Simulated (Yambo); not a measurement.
G0W0@LDA for KBr (rock salt, space group Fm-3m, No. 225) in Yambo. Reference settings: 4×4×4 Γ-centred k mesh, 125 bands and a 8 Ry block in the screening, 125 bands in G with the Bruneval-Gonze terminator, plasmon pole fitted at 27.2 eV. The LDA gap Γ → Γ on this mesh is 4.32 eV; G0W0 gaps are taken between the same points.

With and without the terminator, as bands are cut:

```csv
bands in G (in W),"gap, terminator (eV)","gap, none (eV)","valence shift, terminator (eV)","valence shift, none (eV)"
42 (125),7.115,6.910,-1.786,-1.358
76 (125),7.125,7.039,-1.820,-1.630
125 (125),7.132,7.107,-1.832,-1.760
```

Over this range the gap spans 0.017 eV with the terminator and 0.197 eV without, the valence shift 0.046 eV and 0.402 eV. Neither column has reached its limit for certain.

Spin-orbit coupling is not included.

Geometry relaxed with LDA; primitive cell a = 4.5048 Å, b = 4.5048 Å, c = 4.5048 Å, α = 60.00°, β = 60.00°, γ = 60.00°.

A shift is the quasiparticle energy of the state minus its LDA energy.
